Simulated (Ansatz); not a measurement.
Level of theory: DFT PBE, scalar-relativistic, plane waves, PAW in Ansatz 0.2.0. Each cell gets a short relaxation within its symmetry: 420 eV, a coarse mesh through Γ, smearing of 0.2 eV, at most 16 steps to 0.08 eV/Å and 0.8 GPa. No spin polarisation. Energies are free energies per atom, good to about 0.1 eV/atom between metallic cells, end volumes are rough, and groups of ends are read at 0.1 Å.

Two trial cells of Hf₃S₅, not yet relaxed:

A.

```xyz
8
Lattice="4.4292 0.0000 0.0000 0.0000 4.5574 0.0000 0.0000 0.0000 9.1778" Properties=species:S:1:pos:R:3 pbc="T T T"
Hf    0.0000    2.2787    7.0216
Hf    0.0000    2.2787    2.1562
Hf    2.2146    2.2787    4.5889
S     0.0000    0.0000    4.5889
S     0.0000    0.0000    0.0000
S     2.2146    2.2787    0.0000
S     2.2146    0.0000    6.8121
S     2.2146    0.0000    2.3657
```

B.

```xyz
8
Lattice="5.7587 0.0000 0.0000 0.0000 5.7587 0.0000 0.0000 0.0000 5.7587" Properties=species:S:1:pos:R:3 pbc="T T T"
Hf    2.8793    0.0000    0.0000
Hf    0.0000    2.8793    0.0000
Hf    0.0000    0.0000    2.8793
S     0.0000    2.8793    2.8793
S     2.8793    0.0000    2.8793
S     2.8793    2.8793    0.0000
S     0.0000    0.0000    0.0000
S     2.8793    2.8793    2.8793
```

Problem. Compare their energies before and after the relaxation.

Solution. As given, B is lower by 0.28 eV/atom. Relaxed, A is lower by 0.24 eV/atom, so the order turns round. A goes from Pmmm at 23.2 Å³/atom to Pmmm at 16.9 Å³/atom and gains 0.97 eV/atom. B goes from Pm-3m at 23.9 Å³/atom to Pm-3m at 17.8 Å³/atom and gains 0.44 eV/atom. The closest pair in A goes from Hf–S at 3.09 Å to Hf–S at 2.59 Å. The closest pair in B goes from Hf–S and S–S at 2.88 Å to Hf–S and S–S at 2.61 Å. At the end: counting S atoms around Hf (those within 1.25 times the shortest such distance or 1.15 times the sum of covalent radii, 1.27 where that leaves under three; a slash parts the counts of unlike sites), A has Hf 8/10 and B has Hf 6. The lowest end among all the guesses of this search lies 0.63 eV/atom under the better of the two.

Spin–orbit coupling, which can matter for Hf, is left out.
